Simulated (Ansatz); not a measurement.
NaAu2:
```
CELL_PARAMETERS angstrom
      0.00000     3.90071     3.90071
      3.90071     0.00000     3.90071
      3.90071     3.90071     0.00000
ATOMIC_POSITIONS crystal
  Na 0.50000 0.50000 0.50000
  Na 0.75000 0.75000 0.75000
  Au 0.12500 0.12500 0.12500
  Au 0.62500 0.12500 0.12500
  Au 0.12500 0.12500 0.62500
  Au 0.12500 0.62500 0.12500
```

Relaxed with PBEsol. Special points in fractions of this cell's reciprocal vectors: Γ (0.000, 0.000, 0.000); X (0.500, 0.000, 0.500); U (0.625, 0.250, 0.625); K (0.375, 0.375, 0.750); L (0.500, 0.500, 0.500); W (0.500, 0.250, 0.750).

Question: List the band energies nearest the Fermi level at these points for PBEsol in the plane-wave PAW code Ansatz.

Answer: In eV from the Fermi level; about four levels below and three above (degenerate sets whole), none deeper than 8.9 eV; points with the same levels are listed once.

| k | below | above |
|---|---|---|
| Γ | -2.91 -2.91 -1.34 -1.34 -1.34 | 0.09 1.03 1.03 1.03 |
| X | -3.03 -3.03 -2.93 -2.93 | 0.65 0.65 0.86 0.86 |
| U | -3.07 -2.87 -2.59 -1.30 | 0.83 1.03 3.57 |
| L | -3.01 -3.01 -2.89 -2.89 -1.34 | 0.55 1.85 1.85 |
| W | -2.49 -2.49 -0.99 -0.99 | 3.55 3.55 4.16 4.16 |

Space group Fd-3m (cubic Laves (MgCu2 type)). The workflow started from an entry of the Crystallography Open Database (COD). Its standing as an ambient phase is unchecked. Symmetry was held in the PBEsol relaxation; of distortions, only those at the zone centre were tested. Spin–orbit coupling is left out wherever it is not named.

Potentials: the later of the program's two PAW sets.
